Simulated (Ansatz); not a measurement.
Relaxing a structure of Hf

The start is a relaxed Hf cell displaced along its unstable phonon at q = (½, ½, 0) of its primitive reciprocal cell (62i cm⁻¹), largest move 0.15 Å. A full variable-cell relaxation at zero pressure is run with PBEsol (plane waves to 420 eV, PAW, scalar-relativistic; Ansatz, an electronic-structure program). The first steps use a coarse 13×13×13 k-mesh.

Initial structure:
```
Hf
1.0
   -3.69341     3.69341     3.12866
    0.00000     0.00000     3.12866
    1.84670     1.84670    -1.56433
Hf
2
Direct
  0.00000   0.47128   0.94256
  0.50000   0.52872   0.05744
```

How much energy is released per atom?

0.10 eV/atom.

How does the volume per atom move from start to end?

+1.3 %, from 21.34 to 21.61 Å³/atom.

Is the parent structure recovered?

It does not go back: it reaches P6₃/mmc (No. 194), hcp (Mg type), 0.13 eV/atom below the parent.

How do the shortest distances between atoms change?

The closest pairs of elements (up to four, under 3.6 Å), start → end: Hf–Hf 3.04 → 3.09 Å.

Is the relaxed structure metallic? Give its gap.

Zero (metallic).

Give the final cell and atomic positions.


Space group P6₃/mmc (No. 194); a = b = 3.159 Å, c = 5.000 Å, α = β = 90.00°, γ = 120.00°

| atom | site | symmetry | x | y | z |
|---|---|---|---|---|---|
| Hf | 2d | -6m2 | 0.6667 | 0.3333 | 0.2500 |

Final values are on a 17×17×9 k-mesh of the relaxed cell. No spin polarisation in the result.

The run could not lose the symmetry of its start.

Of the parent cell (I4/mmm (No. 139)): it is a generated cell of Hf: the first start was made by placing the elements on the sites of a structure type, and the end was not matched to a known phase here, so it may be hypothetical. Known forms of Hf include space group No. 194.
